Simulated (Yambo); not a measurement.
Yambo input for BP (zinc blende, space group F-43m, No. 216) (a = 3.1966 Å, b = 3.1966 Å, c = 3.1966 Å, α = 60.00°, β = 60.00°, γ = 60.00°), on PBEsol (pw.x of Quantum ESPRESSO, ONCV potentials, scalar-relativistic) wavefunctions on a 16×16×16 mesh:

```
optics
chi
dipoles
kernel
FFTGvecs= 40 Ry
Chimod= "HARTREE"
NGsBlkXd= 4 Ry
% QpntsRXd
 1 | 1 |
%
% BndsRnXd
 1 | 15 |
%
GrFnTpXd= "R"
% EnRngeXd
 0.0 | 20.0 | eV
%
% DmRngeXd
 0.2 | 0.2 | eV
%
CGrdSpXd= 50
ETStpsXd= 161
% LongDrXd
 1.0 | 0.0 | 0.0 |
%
% XfnQP_E
 0.906 | 1.0 | 1.0 |
%
```

First lines of the file o-*.eps_q1_inv_rpa_dyson:

```
Absorption @ Q(1):   1.00000000     0.00000000     0.00000000    [q->0 direction]
#
# [ X ] Hartree size     :  27
# [GEN] GF Energies     : Perdew, Burke & Ernzerhof SOL(X)+Perdew, Burke & Ernzerhof SOL(C)+ user defined corrections @E
# [GEN] Green`s Function     : Retarded
#
# [GEN] Gauge     : Length
# [GEN] [r,Vnl] included     : yes
#
#    E[1] [eV]     Im(eps)     Re(eps)     Im(eps_o)     Re(eps_o)
#
     0.000000     0.89375E-14     8.031590     0.57211E-17     8.538315
     0.125000     0.007353     8.033878     0.008112     8.540838
     0.250000     0.014741     8.040752     0.016262     8.548421
     0.375000     0.022199     8.052245     0.024490     8.561098
     0.500000     0.029762     8.068410     0.032835     8.578931
     0.625000     0.037468     8.089324     0.041341     8.602005
     0.750000     0.045356     8.115087     0.050050     8.630432
     0.875000     0.053468     8.145825     0.059011     8.664352
     1.000000     0.061851     8.181690     0.068272     8.703935
     1.125000     0.070552     8.222863     0.077891     8.749384
     1.250000     0.079627     8.269558     0.087928     8.800938
     1.375000     0.089137     8.322022     0.098451     8.858875
     1.500000     0.099150     8.380545     0.109538     8.923516
     1.625000     0.109744     8.445458     0.121273     8.995235
     1.750000     0.121007     8.517145     0.133759     9.074460
     1.875000     0.133043     8.596048     0.147109     9.161686
     2.000000     0.145972     8.682676     0.161459     9.257482
     2.125000     0.159936     8.777617     0.176969     9.362507
     2.250000     0.175105     8.881553     0.193826     9.477524
     2.375000     0.191684     8.995276     0.212262     9.603421
     2.500000     0.209921     9.119716     0.232555     9.741238
     2.625000     0.230128     9.255965     0.255052     9.892198
     2.750000     0.252693     9.405321     0.280187     10.05775
     2.875000     0.278115     9.569335     0.308519     10.23964
     3.000000     0.307048     9.749889     0.340774     10.43996
     3.125000     0.340366     9.949287     0.377927     10.66130
     3.250000     0.379273     10.17040     0.421317     10.90686
     3.375000     0.425488     10.41686     0.472852     11.18069
     3.500000     0.481569     10.69336     0.535364     11.48802
     3.625000     0.551526     11.00608     0.613287     11.83575
     3.750000     0.642074     11.36331     0.714024     12.23309
     3.875000     0.765391     11.77606     0.850971     12.69230
     4.000000     0.945585     12.25725     1.050587     13.22778
```
(The file goes on to the top of the energy range.) Convergence of the RPA response with its 16×16×16 mesh was not tested. The scissor comes from a G0W0 run whose convergence isn't established.

Geometry relaxed with PBEsol.
